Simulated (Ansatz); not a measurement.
Input and command of a plane-wave DFT calculation in Ansatz:

```yaml
crystal:
  lattice:
    - [2.967715537, 0.0, 0.0]
    - [-1.4838577685, 2.5701170462, 0.0]
    - [0.0, 0.0, 4.792134]
  atoms:
    - { symbol: Pt, position: [0.6666666667, 0.3333333333, 0.75] }
    - { symbol: Pt, position: [0.3333333333, 0.6666666667, 0.25] }
basis:
  ecutwfc: 420
kpoints:
  mp_grid: { grid: [18, 18, 10] }
hamiltonian:
  xc: pbesol
scf:
  occupations: { method: gaussian, width: 0.15 }
output:
  forces: true
  stress: true
  eigenvalues: true
```

```bash
ansatz run input.yaml --threads 1 --pin off --max-ram 2560MiB --backend cpu --events-out ev --progress --plain --runs-dir out
```

Processor: Arm Neoverse V2, 1 thread, on a host shared with other jobs.

Q: How long does it run, and how much memory does it take?

A: About 6.3 s on 1 thread of Arm Neoverse V2, on a shared host, peak memory 0.39 GiB. It solves 22 bands at 222 k points (the mesh reduced by symmetry) with about 701 plane waves, in 6 SCF iterations.
